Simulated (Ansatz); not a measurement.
## V₂Pb₃O₈: checking a database structure before trusting its electric field gradients

The cell is a measured structure from the Crystallography Open Database (COD).

```
CELL_PARAMETERS angstrom
4.67400 -3.09550 0.00000
4.67400 3.09550 0.00000
-3.34377 0.00000 6.66864
ATOMIC_POSITIONS crystal
V 0.43300 0.38500 0.21000
V 0.61500 0.56700 0.79000
Pb 0.00000 0.00000 0.00000
Pb 0.83200 0.73000 0.38700
Pb 0.27000 0.16800 0.61300
O 0.36600 0.74800 0.25200
O 0.25200 0.63400 0.74800
O 0.72100 0.31500 0.27000
O 0.68500 0.27900 0.73000
O 0.24200 0.34000 0.30700
O 0.66000 0.75800 0.69300
O 0.72100 0.75300 0.04100
O 0.24700 0.27900 0.95900
```

Atoms are numbered from 1 in the order listed; like atoms form one site, named after its first atom.

All values are calculated (Ansatz; DFT, PBE, plane waves and PAW (field gradients read without the response of the frozen cores, which leaves them typically 4 to 6 % off), scalar-relativistic, 420 eV cutoff, Γ-centred 5×5×4 k-points, Fermi–Dirac smearing 0.02 eV), not measured.

**Question.** Do the atoms and the cell lie near the calculated equilibrium?

**Answer.** No. The largest force is 19 eV/Å, on atom 1 (V: 4 O at 1.43–1.84 Å), and the pressure is 20.3 GPa, with principal stresses up to 29 GPa in size. Such values can come from a cell under pressure, imprecise or misplaced coordinates, missing atoms or a wrong setting of the space group; the run alone doesn't tell which, and gradients calculated on this entry can't be taken for those of the compound at ambient conditions.
